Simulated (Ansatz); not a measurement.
WS2:
```
WS2
1.0
    3.17171     0.00000     0.00000
   -1.58585     2.74678     0.00000
    0.00000     0.00000    12.55165
W S
2 4
Cartesian
  0.00000   1.83118   3.13791
  1.58585   0.91559   9.41374
  0.00000   1.83118   7.85316
  1.58585   0.91559   1.57734
  1.58585   0.91559   4.69849
  0.00000   1.83118  10.97431
```

Relaxed with r²SCAN+D4.

Task: Give the Bader charges and basin volumes of the independent atoms, r²SCAN+D4 in the plane-wave PAW code Ansatz.

Result: 

| atom | Bader charge (e) | Bader volume (Å³) |
|---|---|---|
| W1 | +1.46 | 12.7 |
| S3 | -0.73 | 21.0 |

Space group P6_3/mmc. The cell was relaxed with r²SCAN+D4 under the symmetry of its start. The run is not spin-polarised. Spin–orbit coupling is left out wherever it is not named.

Potentials: the later of the program's two PAW sets.
